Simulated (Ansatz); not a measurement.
SnMo2C in space group P6_3/mmc (No. 194; Sn on 2d, Mo on 4f, C on 2a) at seven volumes, plane-wave PAW PBE (Ansatz code), shape and atoms relaxed at each. One row is withheld.

| V (Å³/atom) | P (GPa) |
|---|---|
| 13.562 | 21.83 |
| 14.009 | 13.26 |
| 14.456 | 6.02 |
| 14.903 | 0.00 |
| 15.350 | -5.03 |
| 15.798 | ? |
| 16.245 | -12.49 |

Problem. Fit the shown pressures and predict the withheld one.

Solution. Third-order Birch–Murnaghan: P = (3/2)B₀(x^(7/2) − x^(5/2))[1 + (3/4)(B′ − 4)(x − 1)] with x = (V₀/V)^(2/3). Least squares on the six rows gives V₀ = 14.904 Å³/atom, B₀ = 181.6 GPa, B′ = 5.17. At V = 15.798, x = 0.9619 and P = -9.10 GPa. The run itself gave -9.16 GPa.

The start of the workflow was typed in or built on a structure type; neither database checked (COD, Materials Project) lists it. Its standing as an ambient phase is unchecked. Symmetry was held in the PBE relaxation; its stability against distortions is not shown here. The run is not spin-polarised. Scalar-relativistic: spin–orbit coupling is off unless named, which matters more the heavier the elements.

Potentials: the later of the program's two PAW sets.
